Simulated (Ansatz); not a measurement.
Given:

La3In:
```
CELL_PARAMETERS angstrom
      4.96670     0.00000     0.00000
      0.00000     4.96670     0.00000
      0.00000     0.00000     4.96670
ATOMIC_POSITIONS crystal
  La 0.50000 0.50000 0.00000
  La 0.00000 0.50000 0.50000
  La 0.50000 0.00000 0.50000
  In 0.00000 0.00000 0.00000
```

This is the PBEsol-relaxed structure.

All from PBEsol in the plane-wave PAW code Ansatz, unless another level is named. Estimate the formation energy from the elements (no fitted shifts).

-0.32 eV/atom.

And the density of states at the Fermi level?

1.7 states/eV per atom (mean over ±0.08 eV).

What about the gap with spin–orbit coupling?

none (metallic).

Space group Pm-3m (Cu3Au type). The workflow started from a Materials Project entry (that database holds measured and hypothetical structures alike); the Crystallography Open Database files this formula in space group No. 221, but the cells were not matched. Whether it is the stable phase at ambient conditions was not checked. The PBEsol relaxation kept the symmetry of its start; of distortions, only those at the zone centre were tested. The references are the lowest solids computed at this level, not always the standard phases. Scalar-relativistic: spin–orbit coupling is off unless named, which matters more the heavier the elements.

Potentials: the later of the program's two PAW sets.
